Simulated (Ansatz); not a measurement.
**Relaxing a structure of HgTe**

The start is a generated cell, HgTe placed in the zincblende structure type. The structure is fully relaxed (lattice and positions, P = 0) with r2SCAN (plane waves to 500 eV, PAW, scalar-relativistic; Ansatz, an electronic-structure program). The first steps use a coarse 6×6×6 k-mesh.

Starting cell:
```
CELL_PARAMETERS angstrom
      0.00000     3.35983     3.35983
      3.35983     0.00000     3.35983
      3.35983     3.35983     0.00000
ATOMIC_POSITIONS crystal
  Te 0.75000 0.75000 0.75000
  Hg 0.00000 0.00000 0.00000
```

Problem. How much energy is released per atom?

Solution. 0.02 eV/atom.

Problem. How does the volume change?

Solution. -6.4 %, from 37.93 to 35.49 Å³/atom.

Problem. How do the shortest distances between atoms change?

Solution. The closest pairs of elements (up to four, under 3.6 Å), start → end: Hg–Te 2.91 → 2.85 Å.

Problem. Is the relaxed structure metallic? Give its gap.

Solution. Zero, with touching bands (no spin-orbit coupling).

Problem. What does it relax into? Give the structure.

Solution. 
Space group F-43m (No. 216); a = 6.5728 Å, b = 6.5728 Å, c = 6.5728 Å, α = 90.00°, β = 90.00°, γ = 90.00°

```
atom  site  symmetry       x       y       z
----  ----  --------  ------  ------  ------
Te      4c      -43m  0.2500  0.2500  0.2500
Hg      4a      -43m  0.0000  0.0000  0.0000
```
(The calculation used a cell of 2 atoms; values per cell refer to that cell.)

The space group stays F-43m (No. 216) (the run could not lower it); the end is zinc blende type, with 2 atoms in the primitive cell. Final values are on a 12×12×12 k-mesh of the relaxed cell. No spin polarisation in the result. Spin-orbit coupling is missing; with elements this heavy it can move band edges by tenths of an eV or more.

The run could not lose the symmetry of its start; a randomly shaken copy of 2 atoms returns to this structure.

All atoms sit on sites fixed by symmetry, so only the cell could relax.
